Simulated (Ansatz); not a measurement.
SrO (rock salt)

```
SrO
1.0
    0.00000     2.57997     2.57997
    2.57997     0.00000     2.57997
    2.57997     2.57997     0.00000
O Sr
1 1
Direct
  0.00000   0.00000   0.00000
  0.50000   0.50000   0.50000
```

E(V) scan at fixed shape, V₀ the volume above. Symmetry pins the atoms to their sites.

These are r2SCAN (plane waves to 500 eV, PAW, scalar-relativistic; Ansatz, an electronic-structure program) values and carry that method's errors. k mesh 11×11×11 (Γ-centred), Fermi-Dirac smearing 0.05 eV. E stands for the smeared free energy. Compression counts positive. SrO was relaxed with its symmetry unable to fall. The zero of ΔE is the relaxed starting cell.

```
V (Å³/atom)  ΔE (meV/atom)
-----------  -------------
15.456                60.7
15.799            withheld
16.142                20.2
16.486                 8.6
16.829                 2.1
17.173                 0.0
17.516                 1.9
17.860                 7.5
18.203                16.3
18.547                27.9
18.890                42.2
```

Fit a third-order Birch-Murnaghan form (E₀, V₀, B₀, B₀′ free) to the given rows and predict ΔE at V = 15.799.

Least squares on the 10 given rows: ΔE = E₀ + (9V₀B₀/16)·y²·[2 + (B₀′ − 4)y], y = (V₀/V)^(2/3) − 1, with V₀ = 17.172 Å³/atom, B₀ = 93.61 GPa (160.2 GPa = 1 eV/Å³; the term in eV is multiplied by 1000), B₀′ = 4.48, E₀ = 0.00 meV/atom; root-mean-square residual 0.03 meV/atom. At 15.799 the fit gives 37.3 meV/atom; the calculation gives 37.3 meV/atom, the same to the digits shown. For the pressure the fit gives 9.4 GPa against the computed 9.4 GPa.

(Under strain, the slope of the energy per volume gives the stress and its curvature an elastic modulus.)
